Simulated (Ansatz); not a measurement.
## Phases of Tl at 67 GPa

Structure types of Tl are relaxed in primitive cells with their symmetry kept at 67 GPa, first on PAW files, then by LAPW. The enthalpy is E + pV at zero temperature, without zero-point motion. Only the types listed were tried, and differences under about 5 meV/atom are mesh noise. Not among the end structures: fcc, which may lie lower.

Level of theory: DFT with PBEsol, scalar-relativistic, in Ansatz 0.2.0; Fermi–Dirac smearing of 0.08 eV, no spin polarisation. LAPW: all electrons, basis error target 0.5 meV/atom; PAW: frozen-core files, cutoff 420 eV.

k meshes: bcc 16×16×16, hcp 15×15×8, diamond 12×12×12, omega 8×8×11, beta tin 16×16×16.

Spin–orbit coupling is left out, which matters for the heavy atoms. The PAW files were made under PBE.

```tsv
start type	ends as	a, b, c (Å)	V (Å³/atom)	H − H(lowest), LAPW (meV/atom)
bcc	bcc, Im-3m	3.276, 3.276, 3.276	17.58	8.4
hcp	hcp, P6_3/mmc	2.912, 2.912, 4.784	17.57	0.0
diamond	diamond, Fd-3m	5.590, 5.590, 5.590	21.83	?
omega	omega, P6/mmm	4.688, 4.688, 2.785	17.67	?
beta tin	beta tin, I4_1/amd	5.131, 5.131, 2.745	18.06	397.5
```

What belongs in the row "omega", column "H − H(lowest), LAPW (meV/atom)"?

86.1.

Fill in "H − H(lowest), LAPW (meV/atom)" for the row "diamond".

2854.8.

Split the lead of hcp over bcc into energy and pV.

For bcc less hcp: ΔE = +2.7 meV/atom, and p·ΔV = 67 GPa × +0.0137 Å³ × 6.242 meV/(GPa·Å³) = +5.7 meV/atom, together 8.4 meV/atom. hcp wins on both counts.
